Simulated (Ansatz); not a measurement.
According to plane-wave PAW PBEsol (Ansatz code), SiGeC$_{2}$ in the tetragonal phase (P-4m2; Ge on 1c, Si on 1a, C on 2g) relaxes to a = 3.156 Å, c = 4.453 Å. Ge has 4 nearest neighbours from 1.97 Å (tetrahedral); Si has 4 nearest neighbours from 1.90 Å (tetrahedral); C has 4 nearest neighbours from 1.90 Å (tetrahedral). Against the elements it lies at 0.064 eV/atom, with no fitted shifts.

The Kohn–Sham gap is 1.38 eV (indirect). The valence maximum lies at Γ and the conduction minimum at M. The screened hybrid HSE06 puts the gap at 2.30 eV. Gap from PBEsol with spin–orbit coupling: 1.36 eV.

The bulk modulus is 203 GPa. The relaxed-ion elastic constants in GPa are C11 = 460, C12 = 27.3, C13 = 127, C33 = 351, C44 = 212, C66 = 117. The elastic constants imply a Debye temperature near 879 K. Perturbation theory gives ε∞ = 7.58 (xx = yy), 7.64 (zz). Born charges are Ge +2.54, Si +2.75, C -2.65 e. Without the LO–TO term the highest mode at Γ lies at 779 cm⁻¹.

The start of the workflow was typed in or built on a structure type; neither database checked (COD, Materials Project) lists it. Whether it is the stable phase at ambient conditions was not checked. Symmetry was held in the PBEsol relaxation; whether a distortion lowers the energy is not shown. The references are the lowest solids computed at this level, not always the standard phases. Spin–orbit coupling is left out wherever it is not named.

Potentials: the later of the program's two PAW sets.
